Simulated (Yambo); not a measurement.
**Convergence of the G0W0 gap of BaO$_{2}$**

G0W0@PBEsol for BaO$_{2}$ (space group I4/mmm, No. 139) in Yambo. Reference settings: 4×4×4 Γ-centred k mesh, 94 bands and a 8 Ry block in the screening, 94 bands in G with the Bruneval-Gonze terminator, plasmon pole fitted at 27.2 eV. The PBEsol gap Z → Z on this mesh is 2.07 eV; G0W0 gaps are taken between the same points.

```
change from the reference     G0W0 gap Z → Z (eV)  shift of the valence edge (eV)        rough Yambo cost
----------------------------  -------------------  ------------------------------  ----------------------
reference settings                           3.74                           -0.98                       1
60 bands in W, 60 bands in G                 3.78                           -0.92  within a factor of two
44 bands in W                                3.84                           -0.88               about 1/2
7 Ry block                                   3.70                           -0.96  within a factor of two
60 bands in G, no terminator                 3.51                           -0.56                       –
no terminator                                3.60                           -0.76                       –
```

The reference isn't shown to be the converged limit. Costs are rough (shared machines), scaled to the same edge states, and given only for runs that recompute the screening.

Geometry relaxed with PBEsol; primitive cell a = b = c = 4.301 Å, α = β = 128.00°, γ = 76.63°.

A shift is the quasiparticle energy of the state minus its PBEsol energy.
